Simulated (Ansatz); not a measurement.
A structure of SnTe relaxed with PBEsol (plane waves to 420 eV, PAW, scalar-relativistic; Ansatz, a program for electronic structure); single points at other levels follow on the same geometry (Ansatz, PAW; HSE06 at 420 eV on a 6×6×6 k-mesh; no spin-orbit coupling). Space group Fm-3m (No. 225).

```xyz
2
Lattice="0.0000 3.1444 3.1444 3.1444 0.0000 3.1444 3.1444 3.1444 0.0000" Properties=species:S:1:pos:R:3 pbc="T T T"
Sn     0.0000     0.0000     0.0000
Te     3.1444     3.1444     3.1444
```

```
level   gap (eV)    kind           conduction minimum
------  --------  ------  ---------------------------
PBEsol      0.16  direct  11 % of the way from L to W
HSE06        [?]       –                          [?]
```

Some entries are withheld; supply them.


- HSE06, gap (eV): 0.11
- HSE06, conduction minimum: L

HSE06 gaps come from a coarse mesh plus a few chosen points, so they may be too large. No spin polarisation in the result.

Measured for SnTe: a 6.316 Å (room temperature; as listed in Ayanesh Maiti et al., Applied Physics Letters (2022)); gap 0.18 eV (room temperature; as listed in DAVID J. SINGH, Functional Materials Letters (2010)). Computed minus measured — a: PBEsol -0.4 %; gap: PBEsol -0.02 eV, HSE06 -0.07 eV. The computed values are for a static lattice, and a measured gap can be an optical one, lowered by exciton binding.

The run could not lose the symmetry of its start; a randomly shaken copy of 4 atoms returns to this structure.
